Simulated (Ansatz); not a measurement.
# Structures of Sr₂B₃: which is lowest?

Plane-wave DFT in Ansatz with scalar-relativistic PAW potentials, cutoff 420 eV, Γ-centred meshes chosen by cell and gap, Gaussian smearing with energies taken to zero width. Every cell was relaxed (cell and atoms) in a run of its own, within the symmetry of its start. Functional: PBE.

Relaxed structures (starts from databases or built by putting these elements on another compound's sites):
A. P-3m1, 5 atoms in the computed cell, a = 3.392 Å, c = 9.227 Å; sites (symmetry × multiplicity) Sr 3m. × 2, B -3m. × 1 + 3m. × 2; start: built
B. C2/m, 5 atoms in the computed cell, a = 7.809 Å, b = 3.209 Å, c = 8.356 Å, β = 111.7°; sites (symmetry × multiplicity) Sr m × 4, B 2/m × 2 + m × 4; start: built

Task: Rank them by energy. Could pressure change the order?

Result:
| structure | group | E − E(lowest) (meV/atom) | V (Å³/atom) | gap on mesh (eV) |
| --- | --- | --- | --- | --- |
| B | C2/m | 0.0 | 19.46 | 0.00 |
| A | P-3m1 | 453 | 18.39 | 0.00 |

B is lowest, 453 meV/atom under A. A is denser by 1.06 Å³/atom, so pressure favours it: ΔE/ΔV, with ΔE in eV and 1 eV/Å³ = 160.2 GPa, gives about 68 GPa for equal enthalpy if both cells were rigid; at such pressures compression changes ΔV much, so this is a scale only. Other structures may lie lower than all of these, and vibrations aren't counted.